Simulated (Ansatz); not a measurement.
Relaxed-ion elastic tensor of TaSi₂ in space group P6_222 (No. 180; Si on 6j, Ta on 3d) in GPa (Voigt order), the program Ansatz at the LDA level (PAW); density 9.35 g/cm³, 14.04 Å³ per atom.

```
 395  83.1  97.8   0.0   0.0   0.0
83.1   395  97.8   0.0   0.0   0.0
97.8  97.8   492   0.0   0.0   0.0
 0.0   0.0   0.0   145   0.0   0.0
 0.0   0.0   0.0   0.0   145   0.0
 0.0   0.0   0.0   0.0   0.0   156
```

Is the crystal mechanically stable?

Yes: the smallest eigenvalue of C is 145 GPa.

Work out the Voigt, Reuss and Hill averages.

K_V = 204, K_R = 202, K_H = 203; G_V = 156, G_R = 155, G_H = 155 GPa.

Give Young's modulus, Poisson's ratio, Pugh's ratio and the universal anisotropy index.

E = 9KG/(3K + G) = 371 GPa; ν = 0.20; K/G = 1.31 (brittle by the Pugh limit of 1.75); A_U = 5G_V/G_R + K_V/K_R − 6 = 0.05.

Estimate the sound speeds and the Debye temperature.

v_l = √((K + 4G/3)/ρ) = 6620 m/s, v_t = √(G/ρ) = 4080 m/s, mean 4500 m/s; Θ = (h/k)(3n/4πV)^(1/3) v_m = 555 K.

Solve the Christoffel equation for the three sound speeds along x, y, z.

Eigenvalues of C_ijkl n_j n_l equal ρv². In km/s, slowest first: x 3.94, 4.08, 6.50; y 3.94, 4.08, 6.50; z 3.94, 3.94, 7.26.

How much does each axis shrink under pressure?

Linear compressibilities β_i = Σ_j S_ij (j = 1 to 3): x 1.8, y 1.8, z 1.3 per TPa.

The LDA relaxation kept the symmetry of its start. No spin polarisation was allowed. As this level gives no gap, shear constants depend on the k-mesh and smearing (Fermi–Dirac, 0.1 eV here). Scalar-relativistic: spin–orbit coupling is off unless named, which matters more the heavier the elements.

Potentials: the later of the program's two PAW sets.
